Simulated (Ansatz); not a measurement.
KTaO₃ (cubic perovskite)

```
KTaO3
1.0
    4.02318     0.00000     0.00000
    0.00000     4.02318     0.00000
    0.00000     0.00000     4.02318
K Ta O
1 1 3
Direct
  0.00000   0.00000   0.00000
  0.50000   0.50000   0.50000
  0.00000   0.50000   0.50000
  0.50000   0.50000   0.00000
  0.50000   0.00000   0.50000
```

The slice is a {100} plane (indices of the conventional cell) through the point (0.500, 0.500, 0.000) (fractional), spanned by u = [100] and v = [010] in vectors of this cell: u (4.02 Å) and v (4.02 Å, at 90° to u). It covers one period; positions are fractions (u, v).

Computed with PBE (plane waves to 420 eV, PAW, scalar-relativistic; Ansatz, a quantum-chemistry and plane-wave program). k mesh 8×8×8. Near the nuclei the fields are pseudised (PAW); where an atom keeps semicore shells as valence, they peak there. KTaO3 is run without spin polarisation. KTaO3 was relaxed with its symmetry unable to fall. Spin-orbit coupling is left out, though Ta is heavy. The PAW data are Ansatz's earlier set.

Q: Sketch the electron localisation function (ELF) on this plane as a map.

A: 
```
|xxxx@@@%*=:.         .:=*%@@@xxx|
|xxx%@@%#*=:           :=*#%@@%xx|
|xx%@@@%#+-.           .-+#%@@@%x|
|@@@@@%%*=:             :=*%%@@@@|
|@@@@%%*=:.             .:=*%%@@@|
|@@%%%*+:.     .:::.     .:+*%%%@|
|%%##*=:.    .:==+==:.    .:=*##%|
|***+=:.    :=*#####*=:    .:=+**|
|===-:.   .:+#%@@@@@%#+:.   .:-==|
|:::.     :+#%@@@@@@@%#+:     .::|
|..      :+#@@@@@@@@@@@#+:      .|
|       .=#%@@@@@@@@@@@%#=.      |
|       :*%@@@@@xxx@@@@@%*:      |
|      .=#@@@@@xxxxx@@@@@#=.     |
|      :=#@@@@xxxxxxx@@@@#=:     |
|      :+#@@@@xxxxxxx@@@@#+:     |
|      :=#@@@@xxxxxxx@@@@#=:     |
|      .=#@@@@@xxxxx@@@@@#=.     |
|       :*%@@@@@xxx@@@@@%*:      |
|       .=#%@@@@@@@@@@@%#=.      |
|..      :+#@@@@@@@@@@@#+:      .|
|:::.     :+#%@@@@@@@%#+:     .::|
|===-:.   .:+#%@@@@@%#+:.   .:-==|
|***+=:.    :=*#####*=:    .:=+**|
|%%##*=:.    .:==+==:.    .:=*##%|
|@@%%%*+:.     .:::.     .:+*%%%@|
|@@@@%%*=:.             .:=*%%@@@|
|@@@@@%%*=:             :=*%%@@@@|
|xx%@@@%#+-.           .-+#%@@@%x|
|xxx%@@%#*=:           :=*#%@@%xx|
|xxxx@@@%*=:.         .:=*%@@@xxx|
|xxxx@@@%*=:.         .:=*%@@@xxx|
```
Scale: ten equal steps from 0.01 (start of ' ') to 0.88 (end of '@'), in the order ' .:-=+*#%@'. Values: electron localisation function (ELF). The map has 32 points along u (one character each, u = 0 at the left) and 32 along v (v = 0 in the bottom row). Points within 0.4 Å of a nucleus are blanked (x), as the pseudised field means little there.
